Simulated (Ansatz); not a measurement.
The start is a generated cell, FeNi placed in the AFLOW prototype AB_hP8_194_ad_f (B_i, as in TiAs). The cell and all atomic positions are relaxed at zero pressure with PBE (plane waves to 420 eV, PAW, scalar-relativistic; Ansatz, a program for electronic structure). The first steps use a coarse 12×12×3 k-mesh.

Starting cell:
```
FeNi
1.0
    3.13424     0.00000     0.00000
   -1.56712     2.71433     0.00000
    0.00000     0.00000    10.57374
Fe Ni
4 4
Cartesian
  0.00000   1.80955   1.32172
  1.56712   0.90478   6.60859
  1.56712   0.90478   9.25202
  0.00000   1.80955   3.96515
  0.00000   0.00000   0.00000
  0.00000   0.00000   5.28687
  0.00000   1.80955   7.93031
  1.56712   0.90478   2.64344
```
Spin-polarised start, with parallel moments on Fe, Ni.

**Question.** How large is the pressure on the unrelaxed cell, and of which sign?

**Answer.** +33.4 GPa (positive: the cell is compressed).

**Question.** Which atoms feel the largest initial force, and how large is it?

**Answer.** 0.57 eV/Å, on Fe1, Fe2, Fe3, Fe4 (atoms numbered as listed).

**Question.** How much energy is released per atom?

**Answer.** 0.75 eV/atom.

**Question.** How does the volume change?

**Answer.** +0.7 %, from 11.24 to 11.32 Å³/atom.

**Question.** How do the shortest distances between atoms change?

**Answer.** The closest pairs of elements (up to four, under 3.6 Å), start → end: Fe–Ni 2.24 → 2.52 Å; Fe–Fe 2.64 → 2.52 Å; Ni–Ni 3.13 → 2.52 Å.

**Question.** What band gap does the relaxed structure have at this level?

**Answer.** Zero (metallic).

**Question.** What magnetic moments remain?

**Answer.** Net 1.60 μB/atom, ferromagnetic.

**Question.** What does it relax into? Give the structure.

**Answer.** 
```cif
data_Fe4Ni4
_chemical_formula_sum 'Fe4 Ni4'
_space_group_name_H-M_alt 'P63/mmc'
_space_group_IT_number 194
_space_group_name_Hall '-P 6c 2c'
_cell_length_a 2.51729
_cell_length_b 2.51729
_cell_length_c 16.50624
_cell_angle_alpha 90.000
_cell_angle_beta 90.000
_cell_angle_gamma 120.000
loop_
_atom_site_label
_atom_site_type_symbol
_atom_site_symmetry_multiplicity
_atom_site_Wyckoff_symbol
_atom_site_fract_x
_atom_site_fract_y
_atom_site_fract_z
_atom_site_occupancy
Fe1 Fe 4 f 0.33333 0.66667 0.12509 1
Ni1 Ni 2 a 0.00000 0.00000 0.00000 1
Ni2 Ni 2 d 0.66667 0.33333 0.25000 1
```

The space group stays P6₃/mmc (No. 194) (the run could not lower it), with 8 atoms in the primitive magnetic cell. Final values are on a 21×21×3 k-mesh of the relaxed cell. Spin state reached: ferromagnetic (net 1.60 μB/atom), from parallel starting moments; other spin orders were not run from this start.

The run could not lose the symmetry of its start; a randomly shaken copy of 8 atoms returns to this structure.

The relaxed structure here is a generated cell of FeNi: the first start was made by placing the elements on the sites of a structure type, and the end was not matched to a known phase here, so it may be hypothetical.
